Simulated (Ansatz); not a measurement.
Start of a relaxation of CdSn2O3:

```cif
data_structure
_symmetry_space_group_name_H-M 'Cmmm'
_symmetry_Int_Tables_number 65
_cell_length_a 6.5187
_cell_length_b 7.5999
_cell_length_c 4.3049
_cell_angle_alpha 90.000
_cell_angle_beta 90.000
_cell_angle_gamma 90.000
_cell_volume 213.27
loop_
_atom_site_label
_atom_site_type_symbol
_atom_site_symmetry_multiplicity
_atom_site_Wyckoff_symbol
_atom_site_fract_x
_atom_site_fract_y
_atom_site_fract_z
_atom_site_occupancy
Cd1 Cd 2 d 0.00000 0.00000 0.50000 1
Sn1 Sn 4 e 0.25000 0.25000 0.00000 1
O1 O 4 g 0.21049 0.00000 0.00000 1
O2 O 2 c 0.50000 0.00000 0.50000 1
```

Computed with Ansatz, DFT PBE, scalar-relativistic, plane waves, PAW. Cutoff 420 eV, Gaussian smearing, Γ-centred meshes. Cell and atoms relax first on a coarse mesh and then on a finer one. In between, the cell is made exact in the group found at 0.06 Å. In metals the finer mesh still leaves noise of several meV/atom or more. The steps can't lower the symmetry of their start. No spin polarisation.

A guess keeps its type if space group and coordination stay and the shape of the cell changes little (axis ratios within about 15 %, angles within 6°); the volume may change.

Question: Will the relaxed cell still be of the starting type?

Answer: It doesn't keep its type. The symmetry stays Cmmm (No. 65). The volume per atom grows by 17.4 %, from 17.8 to 20.9 Å³. The shortest distance goes from 1.92 Å (Sn–O) to 2.19 Å (Sn–O). Counting neighbours within 15 % of an atom's shortest distance, the start has Cd 4, O 2/6, Sn 2 and the end Cd 4, O 4/10, Sn 2. In detail, at the end Cd is surrounded by 4 O at 2.19 Å, 2 Cd at 3.26 Å, 8 Sn at 3.54 Å and 2 O at 3.87 Å; Sn is surrounded by 2 O at 2.19 Å, 2 Sn at 3.26 Å, 4 Cd at 3.54 Å and 4 O at 3.54 Å; O on a site of symmetry m2m is surrounded by 2 Sn at 2.19 Å, 2 Cd at 2.19 Å, 1 O at 2.92 Å, 2 O at 3.26 Å and 2 O at 3.86 Å; 1 more site not described.

```xyz
6
Lattice="3.8702 -4.9601 0.0000 3.8702 4.9601 0.0000 0.0000 0.0000 3.2616" Properties=species:S:1:pos:R:3 pbc="T T T"
Cd    0.0000    0.0000    1.6308
Sn    1.9351   -2.4801    0.0000
Sn    1.9351    2.4801    0.0000
O     3.8702   -3.4983    0.0000
O     3.8702    3.4983    0.0000
O     3.8702    0.0000    1.6308
```

The zero of energy is the elements' standard structures at the same level (O₂ as a molecule); no fitted shifts are applied. The references include grey tin.

Question: At what energy does it end?

Answer: −0.22 eV/atom.

The last run used a 6×6×12 mesh (in the run's order of axes) for its 6-atom cell and Gaussian smearing of 0.10 eV. A structure relaxed within its symmetry needn't be a true minimum. Another cell of CdSn2O3 relaxed alike, in P3m1, lies 0.70 eV/atom lower, so this cell isn't the stable form at this level.

In counts of neighbours, a slash parts the counts of unlike sites.
